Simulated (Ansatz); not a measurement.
NbCd$_{3}$ (Cu3Au type, Pm-3m) at seven volumes, plane-wave PAW r²SCAN (Ansatz code), scaled uniformly. One row is withheld.

```json
[
 {"V (Å³/atom)": "17.735", "P (GPa)": "12.46"},
 {"V (Å³/atom)": "18.320", "P (GPa)": "7.55"},
 {"V (Å³/atom)": "18.904", "P (GPa)": "?"},
 {"V (Å³/atom)": "19.489", "P (GPa)": "0.00"},
 {"V (Å³/atom)": "20.074", "P (GPa)": "-2.87"},
 {"V (Å³/atom)": "20.659", "P (GPa)": "-5.28"},
 {"V (Å³/atom)": "21.243", "P (GPa)": "-7.28"}
]
```

Q: Fit the shown pressures and predict the withheld one.

A: Third-order Birch–Murnaghan: P = (3/2)B₀(x^(7/2) − x^(5/2))[1 + (3/4)(B′ − 4)(x − 1)] with x = (V₀/V)^(2/3). Least squares on the six rows gives V₀ = 19.490 Å³/atom, B₀ = 104.6 GPa, B′ = 4.94. At V = 18.904, x = 1.0206 and P = 3.44 GPa. The run itself gave 3.44 GPa.

The workflow started from an entry of the Crystallography Open Database (COD). Whether it is the stable phase at ambient conditions was not checked. The cell was relaxed with r²SCAN under the symmetry of its start; whether a distortion lowers the energy is not shown. No spin polarisation was allowed.

Potentials: the later of the program's two PAW sets.
